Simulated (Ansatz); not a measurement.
## What DFT gives for B2Au

```
B Au
1.0
     5.40526    0.00000    0.00000
     0.00000    3.76422    0.00000
     0.00000    0.00000    6.80809
B Au
8 4
Direct
  0.48700 0.25000 0.81700
  0.01300 0.75000 0.31700
  0.98700 0.25000 0.68300
  0.51300 0.75000 0.18300
  0.84500 0.25000 0.06700
  0.65500 0.75000 0.56700
  0.34500 0.25000 0.43300
  0.15500 0.75000 0.93300
  0.25000 0.25000 0.11100
  0.25000 0.75000 0.61100
  0.75000 0.25000 0.38900
  0.75000 0.75000 0.88900
```

The numbers come from plane-wave PAW DFT (Ansatz): r2SCAN, no spin polarisation, 500 eV, 6×9×5 Γ-centred k points, fermi-dirac occupations (width 0.058 eV). Nothing was relaxed.

Formation energy: 1.79 eV an atom against the elements' usual phases (free molecules for gases, crystals otherwise, with no correction for O₂ or N₂), so at this geometry it isn't bound against them. Relaxing would lower it.
Stress: The pressure is 0.1 GPa (compression positive), so with the atoms held at these fractions the cell is close to zero pressure. The principal stresses -10.3, 0.2, 10.5 GPa differ, so its shape would change too.
At the Fermi level: It is a metal, with about 5.2 states/eV a cell as the mean within 0.25 eV of the Fermi level, mostly B p (47 %), B s (33 %) and Au d (15 %).
Forces: The largest is on B8 (and as large on other atoms): 0.62 eV/Å, components (0.10, 0.00, 0.61). It makes 107° with the line to a nearest neighbour, Au12 at 2.21 Å.
Charges: Bader charges in e: B +0.15 to +0.35, Au -0.50. In the mean B gives up most and Au takes most.

Origin: a known structure type with other elements, at an estimated volume, so it need not be a known compound.
